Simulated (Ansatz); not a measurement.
Space group Pm-3m (No. 221). a = 3.909 Å, b = 3.909 Å, c = 3.909 Å, α = 90.00°, β = 90.00°, γ = 90.00°
```csv
atom,site,symmetry,x,y,z
Mn,1a,m-3m,0.0000,0.0000,0.0000
Pt,3c,4/mm.m,0.0000,0.5000,0.5000
```

Equation of state of this MnPt₃ structure (not necessarily the ground state), with shape and atoms relaxed at each volume where symmetry leaves them free. It has no gap at any of these volumes. These are results of Ansatz, DFT r2SCAN, scalar-relativistic, plane waves, PAW, not measurements.

Settings: cutoff 500 eV, Γ-centred mesh 12×12×12 on the computed 4-atom cell, Gaussian smearing of 0.10 eV; collinear spin.

```
V (Å³/atom) E − E(largest V) (meV/atom) P (GPa)
     14.038                         8.99    16.48
     14.486                       -23.85     7.42
     14.934                       -33.78    -0.02
     15.382                       -24.81    -6.20
     15.830                         0.00   -11.30
```

Question: Fit a third-order Birch–Murnaghan equation to E(V).

Answer: V0 = 14.93 Å³/atom, B0 = 226 GPa, B0' = 5.2.

The state reached may not be the lowest one. Spin-orbit coupling is left out, which matters for the bands of heavy elements. Only parallel moments were tried here.